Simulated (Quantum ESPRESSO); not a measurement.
Electric field gradients in SiC

```
CSi
1.0
    3.07351     0.00000     0.00000
   -1.53676     2.66174     0.00000
    0.00000     0.00000     5.04525
Si C
2 2
Direct
  0.33333   0.66667   0.49960
  0.66667   0.33333   0.99960
  0.33333   0.66667   0.87540
  0.66667   0.33333   0.37540
```
Geometry: a computed entry of the Materials Project; it was not checked against measured cells. It is SiC in P6₃mc. Stability against distortions was not tested.

Convention: |Vzz| is the largest principal value, η_Q = (Vxx − Vyy)/Vzz, |C_Q| = |eQVzz/h|. Cores are frozen. Against all-electron runs on small test molecules, this scheme's |Vzz| missed by −6 % on Si, +9 % on C. The structure is static (0 K, no zero-point motion).

Problem. What do the calculations give at each independent site (field gradients by a PBE PAW density (pw.x of a modified build of Quantum ESPRESSO, JTH datasets) with the all-electron reconstruction of Petrilli and co-workers, 20 Ha, k-mesh 8×8×5 through Γ)?

Solution. 
| site | site symmetry | Vzz (10²¹ V/m²) | η_Q | ∣C_Q∣ (MHz) |
|---|---|---|---|---|
| Si (atoms 1, 2) | 3m | 0.32 | 0.00 | – |
| C (atoms 3, 4) | 3m | 0.21 | 0.00 | – |
